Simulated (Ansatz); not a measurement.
A geometry of Fe away from equilibrium: step 16 of the relaxation of a randomly generated symmetric cell of Fe (space group No. 123). Level of theory: PBEsol (plane waves to 420 eV, PAW, scalar-relativistic; Ansatz, a quantum-chemistry and plane-wave program). Γ-centred k-mesh 17×17×8 on the run's cell (coarser than for final values), Fermi–Dirac smearing 0.05 eV.

```xyz
1
Lattice="2.2342 0.0000 0.0000 0.0000 2.2342 0.0000 0.0000 0.0000 2.3255" Properties=species:S:1:pos:R:3:forces:R:3 pbc="T T T" free_energy=-4447.932 pressure_GPa=14.5
Fe     0.0000     0.0000     1.1628    0.0000    0.0000    0.0000
```

Positions in Å, forces in eV/Å, free energy of the cell in eV (comparable only within this code, potentials and settings). Largest force: all forces are below 0.005 eV/Å; the geometry lies 0.06 eV/atom above the end of its relaxation.

Spin-polarised start, with parallel moments on Fe.

Spin state reached: ferromagnetic (net 2.33 μB/atom), from parallel starting moments; other spin orders were not run from this start.

The run could not lower the symmetry of its start; a shaken copy of this end point relaxes with PBEsol to Im-3m (No. 229), 0.86 eV/atom lower.

The end of the path is a generated cell of Fe: the first start was made by a random draw of sites in a space group, and the end was not matched to a known phase here, so it may be hypothetical. Known forms of Fe include space group No. 229.
